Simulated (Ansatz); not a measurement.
W:
```
W
1.0
   -1.57727     1.57727     1.57727
    1.57727    -1.57727     1.57727
    1.57727     1.57727    -1.57727
W
1
Direct
  0.00000   0.00000   0.00000
```

Relaxed with plane-wave PAW PBEsol (Ansatz code). Indices refer to the conventional cell of Im-3m, a = b = c = 3.1545 Å, α = β = γ = 90.00°.

Problem. Simulate the powder diffraction pattern (Cu Kα1, λ = 1.54056 Å; lines above 1 %) up to 2θ = 90°.

Solution. Simulated powder pattern, Cu Kα1, λ = 1.54056 Å (kinematic, ideal powder, no thermal factors, no anomalous dispersion; the 30 strongest lines at most, above 1 %, up to 2θ = 90°):

```csv
2θ (°),d (Å),I/Imax (%),hkl
40.40,2.231,100,(110)
58.47,1.577,17,(200)
73.47,1.288,36,(211)
87.36,1.115,12,(220)
```

The cell was relaxed with PBEsol under the symmetry of its start. No spin polarisation was allowed. Scalar-relativistic: spin–orbit coupling is off unless named, which matters more the heavier the elements.

Potentials: the earlier of the program's two PAW sets.
